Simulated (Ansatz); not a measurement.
**Notes on Al$_{4}$Cu**

```
CELL_PARAMETERS angstrom
5.23329 0.00000 0.00000
2.61664 -8.83461 0.00000
0.93233 0.00000 -5.10141
ATOMIC_POSITIONS crystal
Cu 0.28855 0.27350 0.19110
Cu 0.56205 0.72650 0.19110
Al 0.26550 0.00000 0.00480
Cu 0.77280 0.00000 0.85050
Al 0.61770 0.00000 0.36470
Al 0.81490 0.23660 0.07710
Al 0.05150 0.76340 0.07710
Al 0.45260 0.24540 0.67570
Al 0.69800 0.75460 0.67570
Al 0.02360 0.15300 0.54420
Al 0.17660 0.84700 0.54420
Al 0.83790 0.46720 0.43790
Al 0.30510 0.53280 0.43790
Al 0.99290 0.49240 0.92400
Al 0.48530 0.50760 0.92400
```

Single point in Ansatz 0.2.0 with r2SCAN, no spin polarisation. Cutoff 500 eV, PAW datasets, 5×5×4 Γ-centred k mesh, gaussian filling (width 0.0703 eV).

Stress: The pressure is -2.7 GPa (compression positive), so with the atoms held at these fractions the cell would first shrink. The principal stresses -3.5, -3.1, -1.3 GPa differ, so its shape would change too.
Formation energy: 0.05 eV an atom against the elements' usual phases (free molecules for gases, crystals otherwise, with no correction for O₂ or N₂), too near zero to call. Relaxing would lower it.
Forces: The largest is on Al12 (and as large on other atoms): 0.48 eV/Å, components (-0.18, 0.21, -0.39). It makes 154° with the line to a nearest neighbour, Al14 at 2.66 Å, pointing away from it.
At the Fermi level: It is a metal, with about 5.8 states/eV a cell as the mean within 0.25 eV of the Fermi level, mostly Al p (54 %) and Al s (27 %).
Charges: Bader charges in e: Al +0.12 to +0.55, Cu -1.74 to -1.17. In the mean Al gives up most and Cu takes most.

Origin: a known structure type with other elements, at an estimated volume, so it need not be a known compound. Caveats: the k mesh is coarse if the cell is a metal.
